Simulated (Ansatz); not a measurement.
Values for one crystal, relaxed and computed with r²SCAN+D4 in the plane-wave PAW code Ansatz; other levels are named.

* **Volume per atom**: 34.09 Å³
* **Band gap**: 2.05 eV (indirect)
* **Formation energy from the elements (no fitted shifts)**: -0.84 eV/atom
* **Valence-band maximum**: at A
* **Conduction-band minimum**: at M (3 equivalent valleys)
* **Electron effective mass**: 0.42, 2.9, 15 mₑ (principal values)
* **Bulk modulus (Birch–Murnaghan fit)**: 14.7 GPa

### Question
Which compound is it?
A. MnCl2, R-3m (Mn on 3a, Cl on 6c)
B. PtI2, P2_1/c (Pt on 4e, I on 4e, I on 4e)
C. MnI2, CdI2 type
D. CuI, P6_422 (Cu on 3d, I on 3c)

### Answer
C, MnI2, CdI2 type

Space group P-3m1 (CdI2 type). The first step of the workflow began from a Materials Project structure, measured or hypothetical; the Crystallography Open Database files this formula in space group No. 164, but the cells were not matched. Whether it is the stable phase at ambient conditions was not checked. The r²SCAN+D4 relaxation kept the symmetry of its start; whether a distortion lowers the energy is not shown. Spin order of the final state: ferromagnetic, chosen from 5 collinear starts compared on coarse meshes (ties went to the first, and starts can fall back to one state), not a proven ground state. Other orbital occupations within this spin state were not tried. No Hubbard U is applied. The references are the lowest solids computed at this level, not always the standard phases. The manganese reference at this level is a Cmcm phase, not α-Mn. Spin–orbit coupling is left out wherever it is not named.

Potentials: the later of the program's two PAW sets.
